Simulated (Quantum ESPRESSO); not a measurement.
# Moving one atom in GaInAl2P4

The results below are calculated, not measured. They come from pw.x of Quantum ESPRESSO 7.5, a plane-wave density functional program, with PseudoDojo standard norm-conserving files (v0.5 for PBE, v0.4.1 for LDA and PBEsol). The cells are made up: elements, strain and atom displacements were drawn at random, and nothing was relaxed. There is no spin polarisation, spin-orbit coupling or dispersion term.

The cell has 8 sites of a zincblende or diamond lattice. Sites 1 to 4 hold Ga In Al Al; sites 5 to 8 hold P P P P. Cell vectors in Å: (5.719, 0.000, 0.000); (0.000, 5.719, 0.000); (0.000, 0.000, 5.719). Settings: PBE, cutoff 1088 eV, 4 x 4 x 4 k mesh shifted by half a step, Fermi-Dirac smearing of 0.025 eV.

Each run shifts the Al atom on site 4 along x and leaves all else fixed. Site 5 is one of its nearest neighbours. E is the free energy of the cell above the lowest run shown.

```
run  shift (Å)  Fx on site 4 (eV/Å)  Fx on site 5 (eV/Å)  P (GPa)  E (meV)
  1    -0.0778               -0.640                0.131    -2.16      0.0
  2    -0.0361               -0.957                0.215    -2.13     33.3
  3    -0.0004               -1.224                0.283    -2.09     72.3
  5     0.0573               -1.645                0.384    -1.98    155.1
  6     0.0775               -1.789                0.418    -1.94    189.8
  7     0.0956               -1.916                0.446    -1.89    223.3
  4     0.0221                    ?                    ?        ?        ?
```

A rerun of one of these cells at 1377 eV and k mesh 6 x 6 x 6 moved values by no more than 0.006 eV in the cell's energy, 0.02 GPa in stress and 0.002 eV/Å in force.

## Worked fit

A parabola through the six runs shown gives Fx on site 4 = -1.227 - 7.40 u + 1.9 u² eV/Å, with u in Å and a scatter of 0.001 eV/Å. Minus the slope, 7.40 ± 0.02 eV/Å², is this atom's force constant along x at u = 0, with its periodic images moving too. The fitted force does not vanish within the range. The error is the larger of the fit's own and the change that a cubic makes, rounded up.

## Withheld run

Question: what Fx on site 4 should run 4 give?

The fit gives -1.390 eV/Å. The calculation gave -1.390 eV/Å.

| run | shift (Å) | Fx on site 4 (eV/Å) | Fx on site 5 (eV/Å) | P (GPa) | E (meV) |
| --- | --- | --- | --- | --- | --- |
| 4 | 0.0221 | -1.390 | 0.324 | -2.05 | 101.7 |